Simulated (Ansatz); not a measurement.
SnTe:
```cif
data_Sn4Te4
_chemical_formula_sum 'Sn4 Te4'
_space_group_name_H-M_alt 'Fm-3m'
_space_group_IT_number 225
_space_group_name_Hall '-F 4 2 3'
_cell_length_a 6.37577
_cell_length_b 6.37577
_cell_length_c 6.37577
_cell_angle_alpha 90.000
_cell_angle_beta 90.000
_cell_angle_gamma 90.000
loop_
_atom_site_label
_atom_site_type_symbol
_atom_site_symmetry_multiplicity
_atom_site_Wyckoff_symbol
_atom_site_fract_x
_atom_site_fract_y
_atom_site_fract_z
_atom_site_occupancy
Sn1 Sn 4 a 0.00000 0.00000 0.00000 1
Te1 Te 4 b 0.50000 0.50000 0.50000 1
```
(The calculation used a cell of 2 atoms; values per cell refer to that cell.)

Relaxed with r²SCAN.

Task: Which orbitals make up the states near the band edges in plane-wave PAW r²SCAN (Ansatz code)?

Result: Top 1 eV of the valence band: Te 5p 54 %, Sn 5s 23 %, Sn 5p 19 %. Bottom 1 eV of the conduction band: Sn 5p 79 %, Te 5p 9 %, Te 5s 7 %. Projections are on Löwdin-orthogonalised atomic valence shells; empty p or d shells of many metals are not among them.

Task: Tabulate the density of states.

Result: States/eV per cell of 2 atoms, in 0.25 eV bins, energy from the valence-band maximum.

| E (eV) | total | Te 5p | Sn 5p | Sn 5s |
|---|---|---|---|---|
| -7.85 | 1.77 | 0.47 | 0.03 | 1.20 |
| -7.60 | 1.34 | 0.32 | 0.03 | 0.91 |
| -7.35 | 0.97 | 0.22 | 0.02 | 0.64 |
| -7.10 | 0.78 | 0.16 | 0.02 | 0.51 |
| -6.85 | 0.40 | 0.09 | 0.01 | 0.25 |
| -6.60 | 0.22 | 0.05 | 0.00 | 0.13 |
| -6.35 | 0.16 | 0.03 | 0.00 | 0.09 |
| -6.10 | 0.12 | 0.02 | 0.00 | 0.07 |
| -5.85 | 0.08 | 0.01 | 0.00 | 0.05 |
| -5.60 | 0.17 | 0.07 | 0.05 | 0.04 |
| -5.35 | 0.42 | 0.20 | 0.17 | 0.03 |
| -5.10 | 0.63 | 0.33 | 0.26 | 0.02 |
| -4.85 | 0.67 | 0.37 | 0.27 | 0.02 |
| -4.60 | 0.89 | 0.50 | 0.35 | 0.02 |
| -4.35 | 1.06 | 0.61 | 0.40 | 0.03 |
| -4.10 | 1.32 | 0.79 | 0.48 | 0.04 |
| -3.85 | 1.70 | 1.05 | 0.58 | 0.04 |
| -3.60 | 1.67 | 1.06 | 0.54 | 0.04 |
| -3.35 | 1.69 | 1.09 | 0.51 | 0.05 |
| -3.10 | 1.69 | 1.12 | 0.47 | 0.06 |
| -2.85 | 1.67 | 1.14 | 0.43 | 0.07 |
| -2.60 | 1.74 | 1.23 | 0.39 | 0.08 |
| -2.35 | 1.82 | 1.34 | 0.34 | 0.09 |
| -2.10 | 1.37 | 1.01 | 0.22 | 0.10 |
| -1.85 | 0.75 | 0.42 | 0.18 | 0.13 |
| -1.60 | 0.93 | 0.52 | 0.20 | 0.17 |
| -1.35 | 1.41 | 0.85 | 0.24 | 0.27 |
| -1.10 | 1.36 | 0.80 | 0.23 | 0.28 |
| -0.85 | 0.82 | 0.44 | 0.15 | 0.19 |
| -0.60 | 0.30 | 0.16 | 0.05 | 0.07 |
| -0.35 | 0.03 | 0.01 | 0.01 | 0.01 |
| -0.10 | 0.00 | 0.00 | 0.00 | 0.00 |
| 0.15 | 0.00 | 0.00 | 0.00 | 0.00 |
| 0.40 | 0.18 | 0.01 | 0.14 | 0.00 |
| 0.65 | 1.41 | 0.10 | 1.14 | 0.01 |
| 0.90 | 1.96 | 0.18 | 1.56 | 0.02 |
| 1.15 | 1.54 | 0.20 | 1.16 | 0.02 |
| 1.40 | 1.30 | 0.23 | 0.92 | 0.03 |
| 1.65 | 1.21 | 0.26 | 0.81 | 0.03 |
| 1.90 | 1.15 | 0.27 | 0.74 | 0.03 |
| 2.15 | 1.14 | 0.29 | 0.70 | 0.03 |
| 2.40 | 1.16 | 0.30 | 0.68 | 0.03 |
| 2.65 | 1.40 | 0.33 | 0.70 | 0.03 |
| 2.90 | 1.71 | 0.38 | 0.76 | 0.03 |
| 3.15 | 1.67 | 0.46 | 0.90 | 0.03 |
| 3.40 | 1.69 | 0.46 | 0.84 | 0.02 |
| 3.65 | 1.50 | 0.39 | 0.64 | 0.02 |
| 3.90 | 1.26 | 0.34 | 0.54 | 0.01 |
| 4.15 | 1.40 | 0.37 | 0.59 | 0.01 |
| 4.40 | 1.52 | 0.37 | 0.59 | 0.01 |
| 4.65 | 1.65 | 0.34 | 0.55 | 0.01 |
| 4.90 | 1.58 | 0.28 | 0.44 | 0.00 |

The r²SCAN relaxation kept the symmetry of its start. At this level the phase is dynamically unstable (imaginary phonons). Spin–orbit coupling is left out wherever it is not named.

Potentials: the earlier of the program's two PAW sets.
